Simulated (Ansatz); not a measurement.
Given:

Relaxed KF (rock salt):

```
KF
1.0
    0.00000     5.42078     5.42078
    2.71039     2.71039     5.42078
    2.71039     2.71039     0.00000
F K
2 2
Direct
  0.00000   0.00000   0.00000
  0.50000   0.00000   0.00000
  0.00000   0.50000   0.50000
  0.50000   0.50000   0.50000
```

A phonon eigenvector at X = (0.5, 0.5, 0.0) is frozen into this cell: atom i moves by Q times the vector below, so Q is the largest atomic displacement, in Å. The cell is held. (q is in reciprocal vectors of the primitive cell; the cell shown is doubled to hold the pattern.)

| atom | x | y | z |
|---|---|---|---|
| F1 | 0.000 | 0.000 | 1.000 |
| F2 | 0.000 | 0.000 | -1.000 |
| K3 | 0.000 | 0.000 | -0.030 |
| K4 | 0.000 | 0.000 | 0.030 |

Method: PBE (plane waves to 420 eV, PAW, scalar-relativistic; Ansatz, a first-principles code). k mesh 11×11×11 (Γ-centred), Fermi-Dirac smearing 0.05 eV. Energies are smeared free energies. KF was relaxed with its symmetry unable to fall. The zero of ΔE is the undisplaced structure.

The scan covers Q from -0.280 to 0.280 Å in 13 points.

### Question
Is this a single well or a double well?

### Answer
A single well with its minimum at or next to zero displacement.

### Question
Which space group does the distorted structure have?

### Answer
P4/nmm (No. 129), lowered from Fm-3m.

### Question
What is the energy change at Q = 0.280 Å?

### Answer
221.6 meV/cell.

### Question
What harmonic wavenumber does the curvature at Q = 0 give?

### Answer
193 cm⁻¹.

(A displaced cell: forces are minus the slopes of the energy, force constants its curvatures, and phonons follow from these.)
